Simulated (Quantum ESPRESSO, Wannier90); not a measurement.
Tight-binding from DFT: PbS (R3m)

```
begin unit_cell_cart
ang
    2.1126601171    1.2197448873    3.4519170000
   -2.1126601171    1.2197448873    3.4519170000
    0.0000000000   -2.4394897746    3.4519170000
end unit_cell_cart
begin atoms_frac
Pb   0.0194300000  0.0194300000  0.0194300000
S   -0.4750370000 -0.4750370000 -0.4750370000
end atoms_frac
```

Materials Project entry mp-1057015; symmetrised, unrelaxed at this level. Not found in the COD (Crystallography Open Database) copy used, which has the formula in other groups; not checked further. Method: LDA plane waves in Quantum ESPRESSO 7.5 (PseudoDojo norm-conserving files, 45 Ry, no spin polarisation, no spin-orbit coupling), Bloch states on a 10×10×10 mesh through Γ, Wannier90 4.0.1. Density: 10×10×10 mesh, cold smearing 0.01 Ry. Spin-orbit coupling is left out although heavy elements are present.

A tight-binding model is made by disentanglement and projection with no localisation steps (num_iter = 0), so the 8 orbitals stay atom-like: hydrogen-like Pb: s;p; S: s;p, axes along x, y, z; frozen window up to 1.84 eV relative to the valence-band maximum. It follows pw.x to 1.5 meV rms for states up to 1.3 eV relative to the valence-band maximum. Matrix elements depend on this choice of orbitals and windows.

Question: What are the on-site energies relative to the valence-band maximum, and how fast do the hoppings decay?

Answer: 
```tsv
atom	orbitals	energy (eV)
Pb1	s	-7.01
Pb1	pz px py	2.05
S2	s	-11.39
S2	pz px py	-1.42
```

```tsv
distance of the centres (Å)	largest modulus (eV)
2–3	1.2
3–4	1.0
4–5	0.40
5–6	0.26
6–7	0.029
7–8	0.0040
8–9	0.036
9–10	0.019
10–11	0.0017
11–12	0.011
12–13	0.0028
```
